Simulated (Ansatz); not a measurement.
**²³Na nuclear quadrupole resonance in NaLiV2O6**

Cell: a COD entry whose atoms were relaxed with PBE, the cell held.

```xyz
20
Lattice="5.0895 -4.5305 0.0000 5.0895 4.5305 0.0000 -1.0280 0.0000 5.7539" Properties=species:S:1:pos:R:3 pbc="T T T"
Na    4.8325   -1.7640    1.4385
Na    4.3185    1.7640    4.3154
Li    4.8325    3.7798    1.4385
Li    4.3185   -3.7798    4.3154
V     2.6947    0.8541    1.4281
V     6.9702    0.8541    1.4489
V     6.4562   -0.8541    4.3258
V     2.1807   -0.8541    4.3050
O     3.5959    0.0450    0.0856
O     6.0691    0.0450    2.7914
O     5.5551   -0.0450    5.6683
O     3.0819   -0.0450    2.9625
O     1.0777    0.8845    1.0596
O     8.5872    0.8845    1.8173
O     8.0732   -0.8845    4.6943
O     0.5637   -0.8845    3.9366
O     3.2897    2.3761    1.6468
O     6.3753    2.3761    1.2301
O     5.8613   -2.3761    4.1071
O     2.7756   -2.3761    4.5237
```

Atoms are numbered from 1 in the order listed; like atoms form one site, named after its first atom.

Computed with Ansatz: DFT, PBE, plane waves and PAW, scalar-relativistic, 420 eV cutoff, Γ-centred 3×3×4 k-points, Fermi–Dirac smearing 0.02 eV.

²³Na: I = 3/2, Q = 104.0 mb (year-2017 value). Static lattice, zero field.

(1) Predict the zero-field ²³Na lines of each site.

## Answers

(1) For I = 3/2 there is one line, ν = (|C_Q|/2)(1 + η²/3)^½.

```
site  atoms  V_zz (10²¹ V/m²)  C_Q (MHz)     η  line frequencies (MHz)
  Na   1, 2             -1.02      -2.56  0.55                    1.35
```

The relaxation (6 steps) took 40 s of wall time (2.4 min of CPU time) and 1.1 GiB at its peak, on 4 threads of Intel Xeon Platinum 8259CL CPU @ 2.50GHz (Skylake/Cascade Lake) (x86_64; 48 cores open to the job, memory cap 8.0 GiB, no GPU), a shared host with a load of 0.5 a core.
